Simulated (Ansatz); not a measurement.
ZrCu:
```
ZrCu
1.0
    3.28530     4.11148     0.00000
   -3.28530     4.11148     0.00000
   -1.18641     0.00000     5.13898
Zr Cu
4 4
Direct
  0.90816   0.09184   0.00966
  0.41056   0.58944   0.97908
  0.82379   0.73323   0.58970
  0.26677   0.17621   0.58970
  0.71638   0.28362   0.45155
  0.30315   0.69685   0.43689
  0.44689   0.05222   0.14947
  0.94778   0.55311   0.14947
```

Relaxed with r²SCAN. Special points in fractions of this cell's reciprocal vectors: Γ (0.000, 0.000, 0.000); Y (0.500, 0.500, 0.000); M (0.500, 0.500, 0.500); A (0.000, 0.000, 0.500); L2 (0.000, 0.500, 0.500); V2 (0.000, 0.500, 0.000).

Question: List the band energies nearest the Fermi level at these points for r²SCAN (plane waves, PAW; program Ansatz).

Answer: In eV from the Fermi level; about four levels below and three above (degenerate sets whole), none deeper than 8.9 eV; points with the same levels are listed once.

```csv
k,below,above
Γ,-0.61 -0.61 -0.58 -0.02,0.45 0.60 0.69
Y,-0.72 -0.37 -0.10 -0.03,0.11 0.36 1.19
M,-2.00 -2.00 -1.25 -1.08 -0.59,0.38 0.38 0.51
A,-0.57 -0.51 -0.31 -0.12,0.02 0.14 0.71
L2,-1.02 -0.52 -0.30 -0.11,0.22 0.39 0.58
V2,-0.83 -0.62 -0.29 -0.24,0.02 0.20 0.55
```

Space group Cm. The workflow started from a Materials Project entry (that database holds measured and hypothetical structures alike); the Crystallography Open Database copy checked does not list it. Its standing as an ambient phase is unchecked. The r²SCAN relaxation kept the symmetry of its start; whether a distortion lowers the energy is not shown. The run is not spin-polarised. Spin–orbit coupling is left out wherever it is not named.

Potentials: the later of the program's two PAW sets.
